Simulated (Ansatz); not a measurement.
Perturbing BeH2O2

Base: an entry of the Crystallography Open Database (COD), its atoms then relaxed with r2SCAN in this cell.

```yaml
crystal:
  lattice:
    - [4.53360, 0.00000, 0.00000]
    - [0.00000, 4.62550, 0.00000]
    - [0.00000, 0.00000, 7.03840]
  atoms:
    - { symbol: Be, position: [0.03648, 0.70020, 0.62606] }
    - { symbol: Be, position: [0.46352, 0.29980, 0.12606] }
    - { symbol: Be, position: [0.53648, 0.79980, 0.37394] }
    - { symbol: Be, position: [0.96352, 0.20020, 0.87394] }
    - { symbol: H, position: [0.27269, 0.09318, 0.56869] }
    - { symbol: H, position: [0.22731, 0.90682, 0.06869] }
    - { symbol: H, position: [0.77269, 0.40682, 0.43131] }
    - { symbol: H, position: [0.72731, 0.59318, 0.93131] }
    - { symbol: H, position: [0.35315, 0.42454, 0.78195] }
    - { symbol: H, position: [0.14685, 0.57546, 0.28195] }
    - { symbol: H, position: [0.85315, 0.07546, 0.21805] }
    - { symbol: H, position: [0.64685, 0.92454, 0.71805] }
    - { symbol: O, position: [0.18244, 0.11029, 0.04950] }
    - { symbol: O, position: [0.31756, 0.88971, 0.54950] }
    - { symbol: O, position: [0.68244, 0.38971, 0.95050] }
    - { symbol: O, position: [0.81756, 0.61029, 0.45050] }
    - { symbol: O, position: [0.15570, 0.40804, 0.72869] }
    - { symbol: O, position: [0.34430, 0.59196, 0.22869] }
    - { symbol: O, position: [0.65570, 0.09196, 0.27131] }
    - { symbol: O, position: [0.84430, 0.90804, 0.77131] }
```

Atoms are numbered from 1 in the order listed; like atoms form one site, named after its first atom.

Computed with Ansatz: DFT, r2SCAN, plane waves and PAW, scalar-relativistic, 500 eV cutoff, Γ-centred 5×5×3 k-points, Fermi–Dirac smearing 0.02 eV.

Gradients in 10²¹ V/m², for some of the sites:

| site | atoms | V_zz base | η base | V_zz variant | η variant |
| --- | --- | --- | --- | --- | --- |
| Be1 | 1 | 0.060 | 0.55 | 0.050 | 0.45 |
| Be2 | 2 | 0.060 | 0.55 | 0.077 | 0.57 |
| Be4 | 4 | 0.060 | 0.55 | 0.23 | 0.92 |
| H6 | 6 | 3.80 | 0.05 | 3.81 | 0.05 |
| H8 | 8 | 3.80 | 0.05 | 3.76 | 0.06 |
| H12 | 12 | 3.75 | 0.05 | 3.77 | 0.05 |
| O13 | 13 | 10.96 | 0.48 | 11.27 | 0.44 |
| O14 | 14 | 10.96 | 0.48 | 11.11 | 0.48 |
| O15 | 15 | 10.96 | 0.48 | 10.64 | 0.49 |
| O16 | 16 | 10.96 | 0.48 | 10.92 | 0.48 |
| O17 | 17 | 10.85 | 0.46 | 10.97 | 0.40 |
| O18 | 18 | 10.85 | 0.46 | 10.86 | 0.46 |
| O19 | 19 | 10.85 | 0.46 | 10.80 | 0.47 |
| O20 | 20 | 10.85 | 0.46 | 10.73 | 0.46 |

(1) Which change was made?
A. x and y stretched by 1 %, ions at fixed fractional positions
B. volume scaled by 1.03, ions at fixed fractional positions
C. atom 4 (Be) moved by 0.10 Å along (0.000, 0.100, 0.000) Å
D. volume scaled by 0.98, ions at fixed fractional positions

Answers

(1) C. It leaves 20 symmetry-distinct sites where the base has 5, which no other option does. The largest change of V_zz along a kept axis is on O15, from 10.96 to 10.64. The whole tensor moves most on O17, by 0.55 along its most changed direction. In per cent, |V_zz| changes by -1 to +1 on H, -3 to +3 on O (all sites that start above 0.5). On Be4 the largest principal value lies along another axis in the second run, so the two V_zz can't be compared directly. The table leaves out 6 of the 20 sites, with |V_zz| up to 3.82; their tensors move by 0.03 at most along any direction. The statements above cover all sites.

For the variant: The atoms aren't relaxed after the move (largest force 1.7 eV/Å).
